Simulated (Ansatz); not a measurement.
Relaxed CsPbCl3 (cubic perovskite):

```xyz
5
Lattice="5.6735 0.0000 0.0000 0.0000 5.6735 0.0000 0.0000 0.0000 5.6735" Properties=species:S:1:pos:R:3 pbc="T T T"
Cs     0.0000     0.0000     0.0000
Pb     2.8368     2.8368     2.8368
Cl     0.0000     2.8368     2.8368
Cl     2.8368     2.8368     0.0000
Cl     2.8368     0.0000     2.8368
```

In this cell atom 1 (Cs, nearest neighbour Cl at 4.012 Å; its periodic images, 5.7 Å or more away, move with it) is moved by s along Cartesian x, unit vector (1.000, 0.000, 0.000); all other atoms and the cell stay fixed.

Method: r2SCAN (plane waves to 500 eV, PAW, scalar-relativistic; Ansatz, a program for electronic structure). k mesh 5×5×5 (Γ-centred), Fermi-Dirac smearing 0.05 eV. Energies are smeared free energies. Compression counts positive. F∥ is the force on the atom along that direction. CsPbCl3 was relaxed with its symmetry unable to fall. Spin-orbit coupling is left out, though Pb is heavy. This is a high-temperature form of CsPbCl3. The zero of ΔE is the undisplaced structure.

```json
[
 {"s (Å)": "-0.800", "ΔE (meV/cell)": "96.9", "F∥ (eV/Å)": "0.353", "P (GPa)": "0.71"},
 {"s (Å)": "-0.640", "ΔE (meV/cell)": "51.5", "F∥ (eV/Å)": "0.221", "P (GPa)": "0.43"},
 {"s (Å)": "-0.480", "ΔE (meV/cell)": "24.1", "F∥ (eV/Å)": "0.127", "P (GPa)": "0.22"},
 {"s (Å)": "-0.320", "ΔE (meV/cell)": "9.1", "F∥ (eV/Å)": "0.065", "P (GPa)": "0.08"},
 {"s (Å)": "-0.160", "ΔE (meV/cell)": "2.0", "F∥ (eV/Å)": "0.026", "P (GPa)": "0.00"},
 {"s (Å)": "0.000", "ΔE (meV/cell)": "0.0", "F∥ (eV/Å)": "0.000", "P (GPa)": "-0.03"},
 {"s (Å)": "0.160", "ΔE (meV/cell)": "2.0", "F∥ (eV/Å)": "-0.026", "P (GPa)": "0.00"},
 {"s (Å)": "0.320", "ΔE (meV/cell)": "9.1", "F∥ (eV/Å)": "-0.065", "P (GPa)": "0.08"},
 {"s (Å)": "0.480", "ΔE (meV/cell)": "24.1", "F∥ (eV/Å)": "-0.127", "P (GPa)": "0.22"},
 {"s (Å)": "0.640", "ΔE (meV/cell)": "51.5", "F∥ (eV/Å)": "-0.221", "P (GPa)": "0.43"},
 {"s (Å)": "0.800", "ΔE (meV/cell)": "96.9", "F∥ (eV/Å)": "-0.353", "P (GPa)": "0.71"}
]
```

Derived quantities:

The energy at s = 0.800 Å is 96.9 meV/cell. The force along the line at s = -0.800 Å is 0.353 eV/Å and the force constant k = d²E/ds² at s = 0 (finite differences) is 0.15 eV/Å². Symmetry of the curve: even: the same for both signs. Shape of the curve: a single well with its minimum at or next to zero displacement.

(A displaced cell: forces are minus the slopes of the energy, force constants its curvatures, and phonons follow from these.)
